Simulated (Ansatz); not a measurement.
## TiAl (P4/mmm), clamped-ion strain scan

Method: Ansatz 0.2.0, DFT r2SCAN, scalar-relativistic, plane waves, PAW. Cutoff 500 eV, Γ-centred 22×22×16 k-points, Gaussian smearing of 0.15 eV. No spin polarisation. Energies are free energies at this smearing, counted from the undisturbed cell; pressure is positive in compression.

Zero of the scan (relaxed at this level; it needn't be the usual structure):

```
CELL_PARAMETERS angstrom
2.81056 0.00000 0.00000
0.00000 2.81056 0.00000
0.00000 0.00000 4.06500
ATOMIC_POSITIONS crystal
Ti 0.00000 0.00000 0.00000
Al 0.50000 0.50000 0.50000
```

The cell is strained by ε times the Voigt pattern (0, 0, 1, 0, 0, 0) (xx, yy, zz, yz, xz, xy; engineering shear) with fractional coordinates fixed. The cell is metallic on the mesh throughout.

```tsv
ε	ΔE (meV/atom)	stress summed along the pattern (GPa, tension positive)	pressure (GPa)
-0.0600	33.8	-11.29	8.3
-0.0300	8.4	-5.65	3.9
0.0000	0.0	0.03	0.0
0.0150	?	2.74	?
0.0450	18.0	7.76	-4.8
```

(1) Give the withheld values.

## Answers

(1) ΔE (meV/atom) at ε = 0.0150: 2.1; pressure (GPa) at ε = 0.0150: -1.7.

Cost: 5 runs of about 6.6 core-minutes in all, on Intel Xeon Processor @ 2.50GHz (Skylake/Cascade Lake) (shared hosts).